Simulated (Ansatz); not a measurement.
Ansatz input

```yaml
crystal:
  lattice:
    - [2.5880763473, 0.0, 0.0]
    - [0.0, 2.5880763473, 0.0]
    - [0.0, 0.0, 2.5880763473]
  atoms:
    - { symbol: Pd, position: [0.0, 0.0, 0.0], spin: 0.5 }
hamiltonian:
  xc: mr2scan
  pseudopotentials:
    kind: paw
    azcp:
      Pd: "pseudopotentials/Pd.paw.azcp"
basis:
  ecutwfc: 500
  fft_grid_basis: typed
kpoints:
  mp_grid: { grid: [20, 20, 20], shift: [0, 0, 0] }
magnetization:
  spin_polarized: true
scf:
  occupations: { method: fermi_dirac, width: 0.05 }
```

and its output:

```
Engine: ansatz 0.2.0, aarch64-unknown-linux-gnu
Pseudopotentials: kind: paw
Pseudopotential: Pd, paw, valence charge 18, recommended cutoff 500 eV (meta_gga) 
Functional definition: m-r2SCAN
  exchange = m_r2scan_x
  correlation = m_r2scan_c
Crystal: 1 atoms, lattice volume = 17.335 Å³
Basis set: ecut = 500 eV, 461 PW (Γ), exchange–correlation on 80×80×80 points (64 copies of the dense FFT grid, shifted against one another)
Bands: 14, of which v1, the nominal top of the filled ones, is band 9 counted from 1 (8 counted from 0)
Symmetry: 48 space group operations
Space group: Pm-3m (ITA 221), of the structure as read, at distance tolerance 2.6e-5 Å
Magnetic group: BNS 221.92 (UNI 1594), of the structure as read, at distance tolerance 2.6e-5 Å
k-points: 286 of 8000
Non-local potential: Pd, projectors of the file, l = 0: 2, l = 1: 2, l = 2: 2, l = 3: 1
PAW form: soft (Blöchl's): semilocal exchange-correlation on the pseudo side does not see the compensation charge
PAW frozen core: Pd, regenerated for the run's functional (the file was generated under x = pbe(κ = 0.804, μ = 0.2195149727645171), c = pbe(β = 0.06672455060314922))
PAW one-centre angular grid: Pd, 590 points (default); XC on 160 Gauss nodes
Initial density: superposition of atomic densities (chi_scale 0.1, normalization cell)
Starting moments: Σ|m| = 0.5 μB on 1 of 1 site
Initial wavefunctions: pseudopotential atomic-orbital guess
Functional: x = mr2scan, c = mr2scan; τ floored in thin density (d = 2e-4 eV/Å³)
SCF iter   1: F=—  HF=-6985.844670 eV  |F-HF|=—  |Δ(HF+E_count)|=         —  Δρ=7.40e-2 (↑7.40e-2 ↓4.71e-2)  dr2=2.61e0  dr2_τ=1.37e-2  dr2_m=4.13e-2  M=0.277 μB ∫|m|=0.278 μB  β_m=0.30  ethr=3.10e-3  ⟨swp⟩=5.8  Hψ=43619  notcnv=0
SCF iter   2: F=—  HF=-6985.388258 eV  |F-HF|=—  |Δ(HF+E_count)|=   4.56e-1  Δρ=4.55e-2 (↑4.55e-2 ↓2.50e-2)  dr2=8.23e-1  dr2_τ=9.65e-3  dr2_m=3.33e-2  M=0.223 μB ∫|m|=0.224 μB  β_m=0.30  ethr=3.10e-3  ⟨swp⟩=2.7  Hψ=16809  notcnv=1  defer=288  κ⁻¹=1.0e0(r=1)
spin-set hold released at iteration 2 (site moments show no strong build): the magnetisation degrees of freedom join the quasi-Newton model from the next iteration; the mixer history was kept
SCF iter   3: F=—  HF=-6985.225946 eV  |F-HF|=—  |Δ(HF+E_count)|=   1.62e-1  Δρ=1.85e-2 (↑1.67e-2 ↓1.85e-2)  dr2=3.92e-2  dr2_τ=4.49e-3  dr2_m=3.09e-2  M=0.158 μB ∫|m|=0.162 μB  β_m=0.50  ethr=3.10e-3  ⟨swp⟩=2.3  Hψ=13164  notcnv=0  defer=288  κ⁻¹=1.4e-2(r=2)
SCF iter   4: F=—  HF=-6985.247028 eV  |F-HF|=—  |Δ(HF+E_count)|=   2.11e-2  Δρ=1.15e-2 (↑8.89e-3 ↓1.15e-2)  dr2=6.68e-3  dr2_τ=4.51e-4  dr2_m=1.29e-2  M=0.122 μB ∫|m|=0.126 μB  β_m=1.20  ethr=2.18e-4  ⟨swp⟩=2.0  Hψ=14432  notcnv=0  defer=328  κ⁻¹=4.4e-3(r=3)
SCF iter   5: F=—  HF=-6985.255812 eV  |F-HF|=—  |Δ(HF+E_count)|=   8.78e-3  Δρ=2.33e-3 (↑2.09e-3 ↓2.33e-3)  dr2=1.07e-4  dr2_τ=7.87e-5  dr2_m=6.94e-4  M=0.045 μB ∫|m|=0.049 μB  β_m=0.90  ethr=3.71e-5  ⟨swp⟩=2.5  Hψ=15031  notcnv=0  defer=328  κ⁻¹=3.0e-4(r=4)
SCF iter   6: F=—  HF=-6985.257148 eV  |F-HF|=—  |Δ(HF+E_count)|=   1.34e-3  Δρ=1.07e-3 (↑1.07e-3 ↓1.01e-3)  dr2=9.88e-5  dr2_τ=8.44e-6  dr2_m=1.06e-4  M=0.024 μB ∫|m|=0.028 μB  β_m=1.20  ethr=5.93e-7  ⟨swp⟩=2.5  Hψ=11101  notcnv=0  defer=328  κ⁻¹=9.2e-5(r=5)
SCF iter   7: F=—  HF=-6985.258776 eV  |F-HF|=—  |Δ(HF+E_count)|=   1.63e-3  Δρ=1.82e-4 (↑1.82e-4 ↓1.15e-4)  dr2=2.35e-6  dr2_τ=1.49e-7  dr2_m=1.23e-6  M=0.007 μB ∫|m|=0.008 μB  β_m=1.20  ethr=5.49e-7  ⟨swp⟩=2.0  Hψ=12671  notcnv=0  defer=328  κ⁻¹=8.2e-6(r=6)
SCF iter   8: F=—  HF=-6985.259174 eV  |F-HF|=—  |Δ(HF+E_count)|=   3.98e-4  Δρ=8.52e-5 (↑8.52e-5 ↓8.42e-5)  dr2=3.07e-7  dr2_τ=4.14e-8  dr2_m=5.96e-7  M=0.004 μB ∫|m|=0.005 μB  β_m=1.20  ethr=1.31e-8  ⟨swp⟩=2.0  Hψ=12856  notcnv=0  defer=328  κ⁻¹=2.6e-7(r=7)
SCF iter   9: F=—  HF=-6985.259382 eV  |F-HF|=—  |Δ(HF+E_count)|=   2.08e-4  Δρ=3.52e-5 (↑3.52e-5 ↓3.34e-5)  dr2=2.99e-8  dr2_τ=5.92e-9  dr2_m=1.39e-7  M=0.002 μB ∫|m|=0.002 μB  β_m=1.20  ethr=5.56e-10  ⟨swp⟩=3.0  Hψ=20592  notcnv=0  κ⁻¹=5.4e-8(r=8)
SCF iter  10: F=—  HF=-6985.259422 eV  |F-HF|=—  |Δ(HF+E_count)|=   3.92e-5  Δρ=2.10e-5 (↑2.10e-5 ↓1.50e-5)  dr2=1.85e-8  dr2_τ=2.58e-9  dr2_m=3.33e-8  M=0.001 μB ∫|m|=0.001 μB  β_m=1.20  ethr=1.66e-10  ⟨swp⟩=3.0  Hψ=20567  notcnv=0  κ⁻¹=5.8e-9(r=8)
SCF iter  11: F=—  HF=-6985.259439 eV  |F-HF|=—  |Δ(HF+E_count)|=   1.74e-5  Δρ=7.29e-6 (↑7.29e-6 ↓5.30e-6)  dr2=2.89e-9  dr2_τ=3.65e-10  dr2_m=3.55e-9  M=0.000 μB ∫|m|=0.000 μB  β_m=1.20  ethr=1.03e-10  ⟨swp⟩=3.0  Hψ=20568  notcnv=0  κ⁻¹=8.0e-8(r=8)
SCF iter  12: F=—  HF=-6985.259442 eV  |F-HF|=—  |Δ(HF+E_count)|=   3.23e-6  Δρ=9.49e-7 (↑9.49e-7 ↓9.20e-7)  dr2=1.53e-11  dr2_τ=7.23e-12  dr2_m=1.16e-10  M=0.000 μB ∫|m|=0.000 μB  β_m=1.20  ethr=1.60e-11  ⟨swp⟩=3.0  Hψ=20604  notcnv=0  κ⁻¹=1.0e-8(r=8)
SCF iter  13: F=—  HF=-6985.259442 eV  |F-HF|=—  |Δ(HF+E_count)|=   6.71e-8  Δρ=5.05e-7 (↑4.55e-7 ↓5.05e-7)  dr2=7.75e-12  dr2_τ=2.01e-12  dr2_m=2.29e-11  M=0.000 μB ∫|m|=0.000 μB  β_m=0.54  ethr=1.00e-12  ⟨swp⟩=3.0  Hψ=20125  notcnv=0  κ⁻¹=9.5e-9(r=8)
SCF iter  14: F=-6985.259442 eV  HF=-6985.259442 eV  |F-HF|=5.09e-10  |Δ(HF+E_count)|=   1.70e-8  Δρ=1.40e-7 (↑1.40e-7 ↓1.23e-7)  dr2=8.32e-13  dr2_τ=2.12e-13  dr2_m=1.77e-12  M=0.000 μB ∫|m|=0.000 μB  ethr=1.00e-12  ⟨swp⟩=3.0  Hψ=18321  notcnv=0
SCF 1 converged in 14 iterations: F = -6985.259442 eV  dr2 = 8.32e-13
WARN: the starting moments were not kept: the SCF closed with an absolute magnetisation of 4.1e-6 μB, where they sum to 0.5 μB in size (1 site). That is at most 0.1 of that sum. Measured as dr2_m measures the in/out step, that magnetisation stands 1.3e-11 eV from none, at or under the dr2_threshold of 1.0e-7 eV: it is no larger than a step whose dr2_m would equal this threshold. The system may hold no moment; this SCF shows only that its start led to no more than that. To try another start: raise the starting moments (crystal.atoms[].spin, magnetization.per_species, magnetization.initial_magnetization, or on a non-collinear deck that types none of these the spinor_matrix: blocks that start its atoms; where the total moment is fixed, keep their sum and leave initial_magnetization as it is; typed ones take the place of any that the run laid by itself, positive ones on a crystal's lanthanoids without a Hubbard term where scf.initial_density.shell_occupations: [] is typed) or, if the notice of its spin-set hold's release reads "site moments contracting" or "site moments show no strong build", lengthen the hold (scf.mixing.spin_hold: { on: { confirm: 4 } }; for m-r²SCAN on two components see the key's manual first). Each may lead to a state that holds a moment. A second SCF, from the converged charge density, with the starting moments and any scf.initial_density.shell_occupations laid on it anew, would have followed, and was not run: the deck does not ask for one (magnetization.retry_lost_moments is false, the default). To let it run, set magnetization.retry_lost_moments: true and run the deck again, where that key's refused combinations let it; where memory then withholds it, that run's warning says so.
this state was not tested for a lower state beside it, because the mixer in use, unlike msr1, does not test its closes by its own steps (another_mixer; see scf.mixing.algorithm and scf.lower_state_search)
SCF converged after 14 iterations
Magnetization: 0.0000 μB (9.0000 up, 9.0000 down)
Absolute magnetization: 0.0000 μB (∫|ρ↑−ρ↓|, with the PAW one-centre terms)
Spin contamination: 0.0000 ħ² per cell (⟨S²⟩ above its minimum at these occupations)
Per-site moments (μB) at R_I (Å): [(3.0385378002713602e-6, 1.0675814932612502)]
Free energy (F): -6985.259442 eV
Harris-Foulkes:  -6985.259442 eV  (|F-HF|=5.09e-10)
Internal energy: -6985.248397 eV  (E = F + TS)
E sigma→0 (E₀):  -6985.253920 eV
Entropy (-TS):   -0.011045 eV (-11.045 meV/atom)
Fermi energy:    15.925694 eV
--- Per-component energies (eV) ---
  E_band       = -216.711279
  E_kinetic    = 516.411145
  E_local      = -2071.282298  (includes V_loc(G=0)·N_el)
  E_nonlocal   = 218.351553
  E_hartree    = 841.778799
  E_xc         = -159.775020
  E_vxc        = -231.673215  (∫ρ·V_xc dr)
  E_paw        = -3772.904485  (= ΣΔE_a)
  E_vpaw       = -349.147130  (= ΣTr[D̂ρ^β])
  E_aug_tail   = 0.000100  (compensation charges beyond the density's cutoff)
  E_vtau       = 17.070991  (kinetic-family band-sum trace: ∫τ·v_τ [+ j·A + Jᵃ·Aᵃ] dr)
  E_ewald      = -2557.376104
  E_core_change = -0.452087  (= ΣΔE_core)
  E_smearing   = -0.011045  (= −TS)
  E_closure    = -0.000000  (closes the sum)
  Σ components = -6985.259442   (vs F -6985.259442, Δ=0.00e0)
```
